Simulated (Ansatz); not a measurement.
GeW (NiAs type, P6_3/mmc) under volume change, PBE (plane waves, PAW; program Ansatz), shape and atoms relaxed at each volume.

```csv
V (Å³/atom),E − E(relaxed) (meV/atom),P (GPa)
14.639,82.6,19.93
15.122,…,…
15.604,8.5,5.54
16.087,0.0,0.00
16.569,…,…
17.052,30.7,-9.68
17.535,65.7,-13.48
```

Q: What belongs in the gaps?

A: 
- 16.569, E − E(relaxed) (meV/atom): 8.1
- 16.569, P (GPa): -5.22
- 15.122, E − E(relaxed) (meV/atom): 35.1
- 15.122, P (GPa): 12.18

Q: What does a third-order Birch–Murnaghan fit give for V₀, B₀ and B′?

A: V₀ = 16.07 Å³/atom, B₀ = 181 GPa, B′ = 3.5.

A made-up cell: these elements were put on the sites of a structure type; neither database checked (COD, Materials Project) lists it. Its standing as an ambient phase is unchecked. The cell was relaxed with PBE under the symmetry of its start; its stability against distortions is not shown here. No spin polarisation was allowed. Scalar-relativistic: spin–orbit coupling is off unless named, which matters more the heavier the elements.

Potentials: the later of the program's two PAW sets.
